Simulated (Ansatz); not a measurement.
## Kick test of a cell of Be3ZnO

It was reached by relaxing an invented guess, and it needn't be the stable form of this composition.

Theory: DFT PBE, scalar-relativistic, plane waves, PAW (Ansatz 0.2.0). Settings: cutoff 420 eV, Γ-centred mesh 12×12×14 on the computed 5-atom cell, Gaussian smearing of 0.10 eV; no spin polarisation.

The cell below (5 atoms, space group P-6m2 (No. 187)) is relaxed within its symmetry.

```cif
data_structure
_symmetry_space_group_name_H-M 'P 1'
_symmetry_Int_Tables_number 1
_cell_length_a 4.6882
_cell_length_b 4.6882
_cell_length_c 2.5385
_cell_angle_alpha 90.000
_cell_angle_beta 90.000
_cell_angle_gamma 120.000
_cell_volume 48.32
loop_
_atom_site_label
_atom_site_type_symbol
_atom_site_fract_x
_atom_site_fract_y
_atom_site_fract_z
_atom_site_occupancy
Be1 Be 0.83077 0.16923 0.00000 1
Be2 Be 0.83077 0.66155 0.00000 1
Be3 Be 0.33845 0.16923 0.00000 1
Zn1 Zn 0.33333 0.66667 0.00000 1
O1 O 0.00000 0.00000 0.50000 1
```

For the test a repeat of it with 10 atoms (edges 4.69, 4.69, 5.08 Å) was strained at random (σ = 1.5 % a component), the atoms were moved at random (σ = 0.10 Å), and all was relaxed again on a coarse 6×6×4 mesh (in the run’s order of axes) with 0.20 eV smearing, with no symmetry imposed.

Problem. Is the structure stable against such a distortion?

Solution. It doesn't return. The energy falls by 349 meV/atom on that mesh, the volume changes by -1.9 %, and the end has space group Cm (No. 8) at a loose tolerance. Relaxed again on a 16×16×10 mesh with 0.10 eV smearing, the new structure lies 347 meV/atom below the first (mesh in the axes of the run's cell; the cell below is made exact in the group named). Space group Cm (No. 8), monoclinic, a = 9.400 Å, b = 2.563 Å, c = 4.475 Å, β = 118.4°. Be on its first site has 2 O at 1.63 Å, 9 Be at 2.37–2.71 Å and 3 Zn at 2.47–2.60 Å; Be on its second site has 1 O at 1.70 Å, 3 Be at 2.31–2.37 Å, 5 Be at 2.56–2.81 Å and 4 Zn at 2.57–2.60 Å; around Zn lie 10 Be at 2.47–2.60 Å, 2 Zn at 2.56 Å and 1 O at 2.64 Å; O has 4 Be at 1.63–1.70 Å, 2 O at 2.56 Å and 1 Zn at 2.64 Å; 1 more site not described.

```yaml
crystal:
  lattice:
    - [4.70012, -1.28154, 0.00000]
    - [4.70012, 1.28154, 0.00000]
    - [-2.12950, 0.00000, 3.93579]
  atoms:
    - { symbol: Be, position: [0.11272, 0.11272, 0.29795] }
    - { symbol: Be, position: [0.34370, 0.34370, 0.84220] }
    - { symbol: Be, position: [0.62636, 0.62636, 0.77734] }
    - { symbol: Zn, position: [0.86846, 0.86846, 0.37146] }
    - { symbol: O, position: [0.54964, 0.54964, 0.04439] }
```
